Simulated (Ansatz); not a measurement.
## Rb₂NiO₂: magnetovolume behaviour

Theory: DFT PBEsol, scalar-relativistic, plane waves, PAW in Ansatz 0.2.0.

```
Rb Ni O
1.0
    -2.08300    2.08300    6.57300
     2.08300   -2.08300    6.57300
     2.08300    2.08300   -6.57300
Rb Ni O
2 1 2
Direct
  0.34510 0.34510 0.00000
  0.65490 0.65490 0.00000
  0.00000 0.00000 0.00000
  0.12730 0.12730 0.00000
  0.87270 0.87270 0.00000
```

```json
{"plane-wave cutoff": "420 eV", "Γ-centred k-mesh": "10×10×10", "occupation rule": "Gaussian smearing, 0.02 eV", "list of starting moments (μB, in atom order)": "0 0 2 0 0", "check for lower electronic states after the SCF": "on"}
```

The cell is scaled evenly at fixed fractional positions, V₀ being the volume of the cell shown; start: ferromagnetic. The states are those that the runs reached from these starts; a lower one can exist. Energies are extrapolated to zero smearing.

Site moments are spin moments in atom-centred spheres that scale with the neighbour distance.

```tsv
V/V₀	E above lowest (meV/atom)	P (GPa)	cell moment (μB)	site moments (μB)
0.800	?	?	?	?
0.860	?	?	?	?
0.920	20.7	4.4	2.00	Ni +1.15, O +0.30 (×2)
0.960	3.6	1.7	2.00	Ni +1.16, O +0.30 (×2)
1.000	0.0	-0.4	2.00	Ni +1.17, O +0.31 (×2)
1.040	7.1	-2.1	2.00	Ni +1.18, O +0.31 (×2)
1.100	33.3	-4.0	2.00	Ni +1.19, O +0.31 (×2)
1.180	88.8	-5.7	2.00	Ni +1.21, O +0.32 (×2)
```

(1) Fill in the withheld rows.

Answers

(1) The withheld rows:

```tsv
V/V₀	E above lowest (meV/atom)	P (GPa)	cell moment (μB)	site moments (μB)
0.800	191.7	17.1	2.00	Ni +1.11, O +0.29 (×2)
0.860	79.3	9.6	2.00	Ni +1.13, O +0.29 (×2)
```

Cost: 8 runs of about 8.2 core-minutes in all, on Arm Neoverse V2 (shared hosts).